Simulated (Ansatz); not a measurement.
Re:
```yaml
crystal:
  lattice:
    - [2.76074, 0.00000, 0.00000]
    - [-1.38037, 2.39087, 0.00000]
    - [0.00000, 0.00000, 13.35535]
  atoms:
    - { symbol: Re, position: [0.00000, 0.00000, 0.66668] }
    - { symbol: Re, position: [0.33333, 0.66667, 0.83308] }
    - { symbol: Re, position: [0.00000, 0.00000, 0.00000] }
    - { symbol: Re, position: [0.33333, 0.66667, 0.16692] }
    - { symbol: Re, position: [0.00000, 0.00000, 0.33332] }
    - { symbol: Re, position: [0.66667, 0.33333, 0.50000] }
```

Relaxed with r²SCAN. Special points in fractions of this cell's reciprocal vectors: Γ (0.000, 0.000, 0.000); M (0.500, 0.000, 0.000); K (0.333, 0.333, 0.000); A (0.000, 0.000, 0.500); L (0.500, 0.000, 0.500); H (0.333, 0.333, 0.500).

**Question.** List the band energies nearest the Fermi level at these points for DFT-r²SCAN in the program Ansatz with PAW potentials.

**Answer.** In eV from the Fermi level; about four levels below and three above (degenerate sets whole), none deeper than 8.9 eV; points with the same levels are listed once.

| k | below | above |
|---|---|---|
| Γ | -1.28 -1.28 -0.95 -0.95 | 0.50 0.58 0.58 |
| M | -0.95 -0.89 -0.82 -0.18 | 0.36 1.11 1.14 |
| K | -2.29 -2.26 -0.10 -0.02 | 0.03 0.77 1.51 |
| A | -1.07 -1.07 -0.40 -0.36 | 0.78 0.78 1.06 1.06 |
| L | -1.14 -1.08 -0.60 -0.19 | 0.40 0.40 1.13 |
| H | -2.28 -0.10 -0.01 -0.01 | 1.04 1.43 2.20 |

Space group P-6m2. The start of the workflow was typed in or built on a structure type; neither database checked (COD, Materials Project) lists it. It is not the phase usual at ambient conditions (space group No. 194). The cell was relaxed with r²SCAN under the symmetry of its start; whether a distortion lowers the energy is not shown. The run is not spin-polarised. Scalar-relativistic: spin–orbit coupling is off unless named, which matters more the heavier the elements.

Potentials: the earlier of the program's two PAW sets.
